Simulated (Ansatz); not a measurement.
LiPd3 (Cu3Au type, space group No. 221), a = b = c = 3.8460 Å, α = β = γ = 90.00°.

This is the r²SCAN-relaxed structure.

Problem. All from the program Ansatz at the r²SCAN level (PAW), unless another level is named. Give the density of states at the Fermi level.

Solution. 1.0 states/eV per atom (mean over ±0.08 eV).

Problem. And the formation energy from the elements (no fitted shifts)?

Solution. -0.26 eV/atom.

Space group Pm-3m (Cu3Au type). The workflow started from a Materials Project entry (that database holds measured and hypothetical structures alike); the Crystallography Open Database copy checked does not list it. With Li and Pd taken as one species the cell has the higher symmetry Fm-3m, so it may be an ordered model of a mixed-site phase. Its standing as an ambient phase is unchecked. The r²SCAN relaxation kept the symmetry of its start; its stability against distortions is not shown here. The run is not spin-polarised. The references are the lowest solids computed at this level, not always the standard phases. Scalar-relativistic: spin–orbit coupling is off unless named, which matters more the heavier the elements.

Potentials: the later of the program's two PAW sets.
